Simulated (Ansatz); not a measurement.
Relaxation of a generated trial cell of Bi2S3 in the stibnite structure type; 20 atoms in the cell, which starts as Pnma (No. 62), oP20; a = 11.8220 Å, b = 4.0129 Å, c = 11.7623 Å, α = 90.00°, β = 90.00°, γ = 90.00°. Level of theory: PBEsol (plane waves to 420 eV, PAW, scalar-relativistic; Ansatz, an electronic-structure program). Γ-centred k-mesh 2×5×2 on the run's cell (coarser than for final values), Fermi–Dirac smearing 0.05 eV. This is the first round of the run. 

The optimiser's lines from the output (shortened; P is positive under compression):

```
relax step   1: F+E_penalty+E_count = -108561.69279997 eV  Δ(F+E_penalty+E_count) = +0.000e0 eV  max|allowed force component| = 3.581e-1 eV/Å  Δτ_max = 0.0000 Å  P = -3.177 GPa  Ω = 558.005 Å³  (8 SCF iters, dr2 threshold 1.00e-7 eV, accepted)
relax step   2: F+E_penalty+E_count = -108562.23139876 eV  Δ(F+E_penalty+E_count) = -5.386e-1 eV  max|allowed force component| = 5.549e-1 eV/Å  Δτ_max = 0.0666 Å  P = +2.160 GPa  Ω = 500.536 Å³  (7 SCF iters, dr2 threshold 2.00e-6 eV, accepted)
relax step   3: F+E_penalty+E_count = -108562.30541460 eV  Δ(F+E_penalty+E_count) = -7.402e-2 eV  max|allowed force component| = 5.409e-1 eV/Å  Δτ_max = 0.1573 Å  P = +1.580 GPa  Ω = 485.755 Å³  (7 SCF iters, dr2 threshold 2.00e-6 eV, accepted)
relax step   4: F+E_penalty+E_count = -108562.54721313 eV  Δ(F+E_penalty+E_count) = -2.418e-1 eV  max|allowed force component| = 2.898e-1 eV/Å  Δτ_max = 0.1320 Å  P = -0.064 GPa  Ω = 498.910 Å³  (7 SCF iters, dr2 threshold 2.00e-6 eV, accepted)
relax step   5: F+E_penalty+E_count = -108562.64826371 eV  Δ(F+E_penalty+E_count) = -1.011e-1 eV  max|allowed force component| = 9.301e-2 eV/Å  Δτ_max = 0.1388 Å  P = -0.075 GPa  Ω = 486.470 Å³  (6 SCF iters, dr2 threshold 2.00e-6 eV, accepted)
relax step   6: F+E_penalty+E_count = -108562.65033889 eV  Δ(F+E_penalty+E_count) = -2.075e-3 eV  max|allowed force component| = 1.201e-1 eV/Å  Δτ_max = 0.0478 Å  P = +0.128 GPa  Ω = 485.124 Å³  (6 SCF iters, dr2 threshold 6.57e-7 eV, accepted)
relax step   7: F+E_penalty+E_count = -108562.66136899 eV  Δ(F+E_penalty+E_count) = -1.103e-2 eV  max|allowed force component| = 1.899e-2 eV/Å  Δτ_max = 0.0290 Å  P = -0.001 GPa  Ω = 485.153 Å³  (6 SCF iters, dr2 threshold 9.01e-7 eV, accepted)
relax step   8: F+E_penalty+E_count = -108562.66187514 eV  Δ(F+E_penalty+E_count) = -5.061e-4 eV  max|allowed force component| = 6.598e-3 eV/Å  Δτ_max = 0.0056 Å  P = -0.009 GPa  Ω = 485.349 Å³  (6 SCF iters, dr2 threshold 2.44e-8 eV, accepted)
relax step   9: F+E_penalty+E_count = -108562.66193906 eV  Δ(F+E_penalty+E_count) = -6.392e-5 eV  max|allowed force component| = 2.286e-3 eV/Å  Δτ_max = 0.0012 Å  P = +0.006 GPa  Ω = 485.247 Å³  (6 SCF iters, dr2 threshold 1.68e-9 eV, accepted)
relax step  10: F+E_penalty+E_count = -108562.65376397 eV  Δ(F+E_penalty+E_count) = +8.175e-3 eV  max|allowed force component| = 2.270e-3 eV/Å  Δτ_max = 0.0000 Å  P = +0.003 GPa  Ω = 485.247 Å³  stress off target by 1.19e-2 GPa  SCF on the basis re-selected at this cell (its energy is not comparable with the rows above)  (6 SCF iters)
```

From the first to the last row the energy changes by -0.05 eV/atom and the volume by -13.0 %. The last row is marked as not comparable with the walk above it, whose basis was carried along; it does compare with step 1, since both stand on a basis selected at the nominal cutoff for their own cell.

Later rounds, restarted from the end of this one on a renewed k-mesh, logged 4 more steps and released under 1 meV/atom more. The final structure after all rounds: Pnma (No. 62), oP20, AFLOW prototype A3B2_oP20_62_3c_2c (D5_8, as in Sb2S3); a = 11.1837 Å, b = 3.9650 Å, c = 10.9436 Å, α = β = γ = 90.00°. Between re-selections the logged energies stand on a plane-wave basis carried along with the cell. No spin polarisation in the result.

The run could not lose the symmetry of its start.

The first start was generated by placing the elements on the sites of a structure type. A measured structure of Bi2S3 has the same space group, Pnma (No. 62); the sites were not compared with it.
